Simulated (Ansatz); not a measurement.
Relaxed-ion elastic tensor of Cs$_{2}$KInF$_{6}$ in space group Fm-3m (No. 225; K on 4b, Cs on 8c, In on 4a, F on 24e) in GPa (Voigt order), PBEsol (plane waves, PAW; program Ansatz); density 4.50 g/cm³, 19.70 Å³ per atom.

```
71.0  16.5  16.5   0.0   0.0   0.0
16.5  71.0  16.5   0.0   0.0   0.0
16.5  16.5  71.0   0.0   0.0   0.0
 0.0   0.0   0.0  11.4   0.0   0.0
 0.0   0.0   0.0   0.0  11.4   0.0
 0.0   0.0   0.0   0.0   0.0  11.4
```

**Question.** Is the crystal mechanically stable?

**Answer.** Yes: the smallest eigenvalue of C is 11.4 GPa.

**Question.** Work out the Voigt, Reuss and Hill averages.

**Answer.** K_V = 34.7, K_R = 34.7, K_H = 34.7; G_V = 17.7, G_R = 14.8, G_H = 16.3 GPa.

**Question.** Give Young's modulus, Poisson's ratio, Pugh's ratio and the universal anisotropy index.

**Answer.** E = 9KG/(3K + G) = 42.2 GPa; ν = 0.30; K/G = 2.13 (ductile by the Pugh limit of 1.75); A_U = 5G_V/G_R + K_V/K_R − 6 = 0.97.

**Question.** Estimate the sound speeds and the Debye temperature.

**Answer.** v_l = √((K + 4G/3)/ρ) = 3540 m/s, v_t = √(G/ρ) = 1900 m/s, mean 2120 m/s; Θ = (h/k)(3n/4πV)^(1/3) v_m = 234 K.

**Question.** Give the Zener ratio and Young's modulus along [100], [110] and [111].

**Answer.** A = 2C44/(C11 − C12) = 0.42; 1/E = S11 − 2(S11 − S12 − S44/2)Γ with Γ = 0, 1/4, 1/3 gives 64.8, 35.4, 30.8 GPa.

**Question.** Solve the Christoffel equation for the three sound speeds along [100], [110], [111].

**Answer.** Eigenvalues of C_ijkl n_j n_l equal ρv². In km/s, slowest first: [100] 1.59, 1.59, 3.97; [110] 1.59, 2.46, 3.50; [111] 2.21, 2.21, 3.33.

The workflow started from a Materials Project entry (that database holds measured and hypothetical structures alike); the Crystallography Open Database copy checked does not list it. Whether it is the stable phase at ambient conditions was not checked. The PBEsol relaxation kept the symmetry of its start; whether a distortion lowers the energy is not shown. Scalar-relativistic: spin–orbit coupling is off unless named, which matters more the heavier the elements.

Potentials: the later of the program's two PAW sets.
